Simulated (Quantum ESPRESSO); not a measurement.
# Ga7MgP7S: finding a planted mistake in a log

Computed values, not a measurement. The program is pw.x of Quantum ESPRESSO 7.5 (plane-wave density functional theory). The cell is made up: 16 atoms on a doubled zincblende/diamond lattice, with randomly drawn elements, strain and displacements, not relaxed. PseudoDojo standard norm-conserving files (v0.5 for PBE, v0.4.1 for LDA and PBEsol) set the functional; there is no spin polarisation, spin-orbit coupling or dispersion term, and the masses in the input are unused placeholders.

Intended input:

```
&control calculation='scf', pseudo_dir='./dojo.nc.sr.pbe.v0_5.standard.upf', outdir='./o', disk_io='medium', tprnfor=.true., tstress=.true. /
&system ibrav=0, nat=16, ntyp=4, nbnd=77, ecutwfc=84.00895049, nosym=.true., tot_charge=0,
 occupations='smearing', smearing='fd', degauss=0.0018374661
/
&electrons conv_thr=7.350e-09, electron_maxstep=60, /
ATOMIC_SPECIES
Ga 1.0 Ga.upf
Mg 1.0 Mg.upf
P 1.0 P.upf
S 1.0 S.upf
CELL_PARAMETERS angstrom
5.5294 -0.0142 0.0201
-0.0142 5.4571 0.0707
0.0403 0.1413 11.0559
ATOMIC_POSITIONS angstrom
Ga -0.0 0.0598 0.0839
Ga 0.0371 2.755 2.599
Ga 3.0327 0.0213 2.8815
Mg 2.7188 2.7311 -0.0306
Ga 0.0638 0.0799 5.567
Ga 0.0345 2.8528 8.2095
Ga 2.739 0.1166 8.3419
Ga 2.8051 2.5889 5.5899
P 1.4543 1.3356 1.338
P 1.5199 4.2191 4.2695
P 4.0723 1.24 4.154
S 4.131 4.0792 1.4385
P 1.458 1.4381 6.9571
P 1.3979 4.1681 9.8969
P 4.1586 1.4269 9.7345
P 4.2666 4.1978 6.9457
K_POINTS automatic
4 4 2 1 1 1
```

The log is shortened where brackets say so; the opening notice, blank lines, dates and the lines on written files are dropped, and the path of the files is cut. It prints rydbergs, bohrs and kilobars, and counts compression as positive stress. Where no state is partly filled, the Fermi energy that it prints is only some level between the filled and the empty states on the mesh, and need not lie in the true gap.

Log of the intended run:

```
     Program PWSCF v.7.5
     Parallel version (MPI & OpenMP), running on       1 processor cores
     Number of MPI processes:                 1
     Threads/MPI process:                     1
     [start-up lines left out]
     bravais-lattice index     =            0
     lattice parameter (alat)  =      10.4492  a.u.
     unit-cell volume          =    2250.8676 (a.u.)^3
     number of atoms/cell      =           16
     number of atomic types    =            4
     number of electrons       =       142.00
     number of Kohn-Sham states=           77
     kinetic-energy cutoff     =      84.0090  Ry
     charge density cutoff     =     336.0358  Ry
     scf convergence threshold =      7.3E-09
     mixing beta               =       0.7000
     number of iterations used =            8  plain     mixing
     Exchange-correlation= PBE
                           (   1   4   3   4   0   0   0)
     [axes and pseudopotential details left out]
   Cartesian axes
     site n.     atom                  positions (alat units)
         1        Ga     tau(   1) = (  -0.0000000   0.0108148   0.0151733  )
         2        Ga     tau(   2) = (   0.0067095   0.4982408   0.4700283  )
         3        Ga     tau(   3) = (   0.5484628   0.0038521   0.5211183  )
         4        Mg     tau(   4) = (   0.4916940   0.4939185  -0.0055340  )
         5        Ga     tau(   5) = (   0.0115382   0.0144499   1.0067900  )
         6        Ga     tau(   6) = (   0.0062393   0.5159279   1.4846853  )
         7        Ga     tau(   7) = (   0.4953472   0.0210871   1.5086298  )
         8        Ga     tau(   8) = (   0.5073014   0.4682017   1.0109315  )
         9        P      tau(   9) = (   0.2630097   0.2415428   0.2419768  )
        10        P      tau(  10) = (   0.2748734   0.7630228   0.7721376  )
        11        P      tau(  11) = (   0.7364741   0.2242536   0.7512495  )
        12        S      tau(  12) = (   0.7470899   0.7377219   0.2601522  )
        13        P      tau(  13) = (   0.2636788   0.2600799   1.2581892  )
        14        P      tau(  14) = (   0.2528097   0.7537995   1.7898510  )
        15        P      tau(  15) = (   0.7520814   0.2580544   1.7604810  )
        16        P      tau(  16) = (   0.7716131   0.7591707   1.2561275  )
     number of k points=    16  Fermi-Dirac smearing, width (Ry)=  0.0018
                       cart. coord. in units 2pi/alat
        k(    1) = (   0.1248762   0.1253891   0.1229763), wk =   0.1250000
        k(    2) = (   0.1257937   0.1286318  -0.1271365), wk =   0.1250000
     [further k points left out]
     Dense  grid:   234141 G-vectors     FFT dimensions: (  64,  64, 125)
     Estimated max dynamical RAM per process >     457.34 MB
     Initial potential from superposition of free atoms
     starting charge     141.9795, renormalised to     142.0000
     Starting wfcs are  100 randomized atomic wfcs
     total cpu time spent up to now is       34.3 secs
     per-process dynamical memory:   276.8 Mb
     Self-consistent Calculation
     iteration #  1     ecut=    84.01 Ry     beta= 0.70
     Davidson diagonalization with overlap
     ethr =  1.00E-02,  avg # of iterations =  3.8
     Threshold (ethr) on eigenvalues was too large:
     Diagonalizing with lowered threshold
     Davidson diagonalization with overlap
     ethr =  5.40E-04,  avg # of iterations =  2.0
     total cpu time spent up to now is      217.6 secs
     total energy              =   -1308.47205243 Ry
     estimated scf accuracy    <       0.77544179 Ry
     iteration #  2     ecut=    84.01 Ry     beta= 0.70
     Davidson diagonalization with overlap
     ethr =  5.46E-04,  avg # of iterations =  6.8
     total cpu time spent up to now is      331.8 secs
     total energy              =   -1308.53470298 Ry
     estimated scf accuracy    <       0.65566020 Ry
     [iterations 3 to 11 left out]
     iteration # 12     ecut=    84.01 Ry     beta= 0.70
     Davidson diagonalization with overlap
     ethr =  2.89E-10,  avg # of iterations =  2.0
     total cpu time spent up to now is     1209.6 secs
     total energy              =   -1308.73463313 Ry
     estimated scf accuracy    <       0.00000006 Ry
     iteration # 13     ecut=    84.01 Ry     beta= 0.70
     Davidson diagonalization with overlap
     ethr =  4.38E-11,  avg # of iterations =  4.0
     total cpu time spent up to now is     1269.1 secs
     End of self-consistent calculation
     [lines on levels left out]
     the Fermi energy is     7.7340 ev
!    total energy              =   -1308.73463314 Ry
     estimated scf accuracy    <          1.9E-09 Ry
     smearing contrib. (-TS)   =      -0.00000000 Ry
     internal energy E=F+TS    =   -1308.73463314 Ry
     The total energy is F=E-TS. E is the sum of the following terms:
     one-electron contribution =    -653.74497649 Ry
     hartree contribution      =     422.79924217 Ry
     xc contribution           =    -344.32254801 Ry
     ewald contribution        =    -733.46635080 Ry
     convergence has been achieved in  13 iterations
     Forces acting on atoms (cartesian axes, Ry/au):
     atom    1 type  1   force =     0.01800279   -0.00521476   -0.05176645
     atom    2 type  1   force =     0.03509021   -0.02097385    0.07259546
     atom    3 type  1   force =    -0.13675902   -0.07609552   -0.09555125
     atom    4 type  2   force =     0.06364940   -0.02851339    0.02196830
     atom    5 type  1   force =     0.02603650    0.00701189   -0.02312895
     atom    6 type  1   force =     0.01522451   -0.00997591    0.07057377
     atom    7 type  1   force =     0.02034561   -0.03529118    0.02988564
     atom    8 type  1   force =     0.01664519    0.06987507   -0.01763757
     atom    9 type  3   force =    -0.01447786   -0.03097328    0.06494045
     atom   10 type  3   force =    -0.02647310   -0.05171153   -0.02589125
     atom   11 type  3   force =     0.13575952    0.13213758    0.07115599
     atom   12 type  4   force =     0.00064455    0.01335239    0.00987590
     atom   13 type  3   force =    -0.03710450   -0.00837020    0.00495710
     atom   14 type  3   force =    -0.07885019    0.06833142   -0.09609161
     atom   15 type  3   force =     0.03063770    0.00145452   -0.03721024
     atom   16 type  3   force =    -0.06837131   -0.02504325    0.00132473
     Total force =     0.378711     Total SCF correction =     0.000196
     Computing stress (Cartesian axis) and pressure
          total   stress  (Ry/bohr**3)                   (kbar)     P=       36.36
   0.00022905   0.00001003   0.00004738           33.69        1.47        6.97
   0.00001003   0.00031674  -0.00010722            1.47       46.59      -15.77
   0.00004738  -0.00010722   0.00019565            6.97      -15.77       28.78
     init_run     :     32.06s CPU     34.24s WALL (       1 calls)
     electrons    :   1194.88s CPU   1234.79s WALL (       1 calls)
     forces       :     11.52s CPU     11.71s WALL (       1 calls)
     stress       :     46.70s CPU     48.22s WALL (       1 calls)
     [timing details left out]
     PWSCF        :  21m25.47s CPU  22m10.41s WALL
     JOB DONE.
```

A second run was made from an input with one planted mistake. Its log:

```
     Program PWSCF v.7.5
     Parallel version (MPI & OpenMP), running on       4 processor cores
     Number of MPI processes:                 4
     Threads/MPI process:                     1
     [start-up lines left out]
     bravais-lattice index     =            0
     lattice parameter (alat)  =      10.2736  a.u.
     unit-cell volume          =    2139.3161 (a.u.)^3
     number of atoms/cell      =           16
     number of atomic types    =            4
     number of electrons       =       142.00
     number of Kohn-Sham states=           77
     kinetic-energy cutoff     =      84.0090  Ry
     charge density cutoff     =     336.0358  Ry
     scf convergence threshold =      7.3E-09
     mixing beta               =       0.7000
     number of iterations used =            8  plain     mixing
     Exchange-correlation= PBE
                           (   1   4   3   4   0   0   0)
     [axes and pseudopotential details left out]
   Cartesian axes
     site n.     atom                  positions (alat units)
         1        Ga     tau(   1) = (   0.0000000   0.0108157   0.0151751  )
         2        Ga     tau(   2) = (   0.0067138   0.4982384   0.4700220  )
         3        Ga     tau(   3) = (   0.5484724   0.0038443   0.5211205  )
         4        Mg     tau(   4) = (   0.4916901   0.4939158  -0.0055366  )
         5        Ga     tau(   5) = (   0.0115330   0.0144577   1.0067958  )
         6        Ga     tau(   6) = (   0.0062356   0.5159334   1.4846905  )
         7        Ga     tau(   7) = (   0.4953505   0.0210795   1.5086395  )
         8        Ga     tau(   8) = (   0.5073066   0.4682010   1.0109345  )
         9        P      tau(   9) = (   0.2630159   0.2415501   0.2419731  )
        10        P      tau(  10) = (   0.2748800   0.7630201   0.7721435  )
        11        P      tau(  11) = (   0.7364775   0.2242597   0.7512479  )
        12        S      tau(  12) = (   0.7470909   0.7377283   0.2601464  )
        13        P      tau(  13) = (   0.2636781   0.2600728   1.2581867  )
        14        P      tau(  14) = (   0.2528072   0.7538047   1.7898470  )
        15        P      tau(  15) = (   0.7520757   0.2580495   1.7604902  )
        16        P      tau(  16) = (   0.7716101   0.7591757   1.2561266  )
     number of k points=    16  Fermi-Dirac smearing, width (Ry)=  0.0018
                       cart. coord. in units 2pi/alat
        k(    1) = (   0.1248763   0.1253906   0.1229763), wk =   0.1250000
        k(    2) = (   0.1257955   0.1286328  -0.1271354), wk =   0.1250000
     [further k points left out]
     Dense  grid:   222461 G-vectors     FFT dimensions: (  60,  60, 120)
     Estimated max dynamical RAM per process >     561.97 MB
     Estimated total dynamical RAM >       2.04 GB
     Initial potential from superposition of free atoms
     starting charge     141.9795, renormalised to     142.0000
     Starting wfcs are  100 randomized atomic wfcs
     total cpu time spent up to now is       12.2 secs
     per-process dynamical memory:   385.1 Mb
     Self-consistent Calculation
     iteration #  1     ecut=    84.01 Ry     beta= 0.70
     Davidson diagonalization with overlap
     ethr =  1.00E-02,  avg # of iterations =  4.0
     Threshold (ethr) on eigenvalues was too large:
     Diagonalizing with lowered threshold
     Davidson diagonalization with overlap
     ethr =  5.54E-04,  avg # of iterations =  2.0
     total cpu time spent up to now is       58.7 secs
     total energy              =   -1308.42594851 Ry
     estimated scf accuracy    <       0.79781294 Ry
     iteration #  2     ecut=    84.01 Ry     beta= 0.70
     Davidson diagonalization with overlap
     ethr =  5.62E-04,  avg # of iterations =  6.6
     total cpu time spent up to now is       85.6 secs
     total energy              =   -1308.49960783 Ry
     estimated scf accuracy    <       0.61293768 Ry
     [iterations 3 to 11 left out]
     iteration # 12     ecut=    84.01 Ry     beta= 0.70
     Davidson diagonalization with overlap
     ethr =  3.24E-10,  avg # of iterations =  2.0
     total cpu time spent up to now is      326.5 secs
     total energy              =   -1308.68999689 Ry
     estimated scf accuracy    <       0.00000006 Ry
     iteration # 13     ecut=    84.01 Ry     beta= 0.70
     Davidson diagonalization with overlap
     ethr =  3.93E-11,  avg # of iterations =  4.2
     total cpu time spent up to now is      348.7 secs
     End of self-consistent calculation
     [lines on levels left out]
     the Fermi energy is     8.1471 ev
!    total energy              =   -1308.68999690 Ry
     estimated scf accuracy    <          3.2E-09 Ry
     smearing contrib. (-TS)   =      -0.00000000 Ry
     internal energy E=F+TS    =   -1308.68999690 Ry
     The total energy is F=E-TS. E is the sum of the following terms:
     one-electron contribution =    -633.90925524 Ry
     hartree contribution      =     415.94142230 Ry
     xc contribution           =    -344.72268250 Ry
     ewald contribution        =    -745.99948146 Ry
     convergence has been achieved in  13 iterations
     Forces acting on atoms (cartesian axes, Ry/au):
     atom    1 type  1   force =     0.01755486   -0.00682132   -0.05430951
     atom    2 type  1   force =     0.03789981   -0.02174185    0.08251342
     atom    3 type  1   force =    -0.15016568   -0.08604281   -0.11321122
     atom    4 type  2   force =     0.07362149   -0.03051306    0.02588789
     atom    5 type  1   force =     0.02990438    0.01134313   -0.02689146
     atom    6 type  1   force =     0.01821230   -0.01216012    0.07832657
     atom    7 type  1   force =     0.02311312   -0.04120966    0.03020047
     atom    8 type  1   force =     0.02203831    0.07837028   -0.01970011
     atom    9 type  3   force =    -0.01087597   -0.03557105    0.07311046
     atom   10 type  3   force =    -0.03144676   -0.05794859   -0.02820144
     atom   11 type  3   force =     0.15251528    0.14989284    0.08086560
     atom   12 type  4   force =    -0.00350221    0.01212725    0.00708274
     atom   13 type  3   force =    -0.04308073   -0.00980010    0.00767871
     atom   14 type  3   force =    -0.08872509    0.07351680   -0.10431575
     atom   15 type  3   force =     0.03348628    0.00274540   -0.04068303
     atom   16 type  3   force =    -0.08054938   -0.02618715    0.00164666
     Total force =     0.425221     Total SCF correction =     0.000267
     Computing stress (Cartesian axis) and pressure
          total   stress  (Ry/bohr**3)                   (kbar)     P=       83.25
   0.00054717   0.00000609   0.00005757           80.49        0.90        8.47
   0.00000609   0.00063987  -0.00012211            0.90       94.13      -17.96
   0.00005757  -0.00012211   0.00051081            8.47      -17.96       75.14
     init_run     :     11.36s CPU     11.87s WALL (       1 calls)
     electrons    :    329.26s CPU    336.61s WALL (       1 calls)
     forces       :      4.71s CPU      4.86s WALL (       1 calls)
     stress       :     14.07s CPU     14.54s WALL (       1 calls)
     [timing details left out]
     PWSCF        :   5m59.78s CPU   6m 8.44s WALL
     JOB DONE.
```

Question: what was wrong in the second input?

Answer: the cell and the positions are scaled by a wrong factor. The input lines that differ, file-writing options aside:

```
- 5.5294 -0.0142 0.0201
+ 5.4365 -0.014 0.0198
- -0.0142 5.4571 0.0707
+ -0.014 5.3654 0.0695
- 0.0403 0.1413 11.0559
+ 0.0396 0.1389 10.8702
- Ga -0.0 0.0598 0.0839
+ Ga 0.0 0.0588 0.0825
- Ga 0.0371 2.755 2.599
+ Ga 0.0365 2.7087 2.5553
- Ga 3.0327 0.0213 2.8815
+ Ga 2.9818 0.0209 2.8331
- Mg 2.7188 2.7311 -0.0306
+ Mg 2.6731 2.6852 -0.0301
- Ga 0.0638 0.0799 5.567
+ Ga 0.0627 0.0786 5.4735
- Ga 0.0345 2.8528 8.2095
+ Ga 0.0339 2.8049 8.0716
- Ga 2.739 0.1166 8.3419
+ Ga 2.693 0.1146 8.2018
- Ga 2.8051 2.5889 5.5899
+ Ga 2.758 2.5454 5.496
- P 1.4543 1.3356 1.338
+ P 1.4299 1.3132 1.3155
- P 1.5199 4.2191 4.2695
+ P 1.4944 4.1482 4.1978
- P 4.0723 1.24 4.154
+ P 4.0039 1.2192 4.0842
- S 4.131 4.0792 1.4385
+ S 4.0616 4.0107 1.4143
- P 1.458 1.4381 6.9571
+ P 1.4335 1.4139 6.8402
- P 1.3979 4.1681 9.8969
+ P 1.3744 4.0981 9.7306
- P 4.1586 1.4269 9.7345
+ P 4.0887 1.4029 9.571
- P 4.2666 4.1978 6.9457
+ P 4.1949 4.1273 6.829
```

```
                                            intended run  run with the mistake
                          free energy (eV)    -17806.242            -17805.634
                    smearing term -TS (eV)        0.0000                0.0000
                            pressure (GPa)          3.64                  8.33
            largest force component (eV/Å)         3.516                 3.921
largest change of a force component (eV/Å)                               0.457
                                iterations            13                    13
```

For scale, a rerun of the intended cell at a cutoff of 1437 eV and k mesh 6 x 6 x 4 moved values by no more than 0.017 eV in energy, 0.02 GPa in stress and 0.005 eV/Å in force.